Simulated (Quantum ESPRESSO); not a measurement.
**Kohn-Sham bands of Cs$_{2}$O$_{2}$ (Immm)**

```yaml
crystal:
  lattice:
    - [-4.33371, 0.00000, 0.00000]
    - [-2.16685, -3.21868, 3.77883]
    - [-2.16685, 3.21868, 3.77883]
  atoms:
    - { symbol: Cs, position: [0.74644, 0.25356, 0.25356] }
    - { symbol: Cs, position: [0.25356, 0.74644, 0.74644] }
    - { symbol: O, position: [0.00000, 0.38280, 0.61720] }
    - { symbol: O, position: [0.00000, 0.61720, 0.38280] }
```

Materials Project entry mp-7896; symmetrised, unrelaxed at this level. Not found in the COD (Crystallography Open Database) copy used; not checked further. Method: PBEsol plane waves in Quantum ESPRESSO 7.5 (PseudoDojo norm-conserving files, 68 Ry, no spin polarisation, no spin-orbit coupling), Bloch states on a 8×8×8 mesh through Γ, Wannier90 4.0.1. Density: 8×8×8 mesh, cold smearing 0.01 Ry. Spin-orbit coupling is left out although heavy elements are present.

Energies are relative to the valence-band maximum; weights are on the orthonormalised atomic waves of the pseudopotential files, averaged over the group. 30 electrons a cell are treated as valence.

Q: Into which isolated groups do the bands fall, where do they lie and what are they made of?

A: 
```json
[
 {"bands": "1–2", "from (eV)": "-22.21", "to (eV)": "-21.58", "filling": "filled", "weight on atomic waves": "Cs 5s 92 %, Cs 6s 6 %"},
 {"bands": "3", "from (eV)": "-20.37", "to (eV)": "-20.08", "filling": "filled", "weight on atomic waves": "O 2s 81 %, O 2p 9 %, Cs 5s 6 %"},
 {"bands": "4", "from (eV)": "-14.47", "to (eV)": "-14.32", "filling": "filled", "weight on atomic waves": "O 2s 88 %, O 2p 8 %"},
 {"bands": "5–10", "from (eV)": "-9.67", "to (eV)": "-7.76", "filling": "filled", "weight on atomic waves": "Cs 5p 95 %"},
 {"bands": "11", "from (eV)": "-5.36", "to (eV)": "-5.19", "filling": "filled", "weight on atomic waves": "O 2p 84 %, O 2s 8 %, Cs 5p 5 %"},
 {"bands": "12–13", "from (eV)": "-3.99", "to (eV)": "-3.35", "filling": "filled", "weight on atomic waves": "O 2p 89 %, Cs 5p 7 %"},
 {"bands": "14–15", "from (eV)": "-0.80", "to (eV)": "0.00", "filling": "filled", "weight on atomic waves": "O 2p 92 %"}
]
```

The Kohn-Sham gap over both meshes and the path is 1.65 eV.
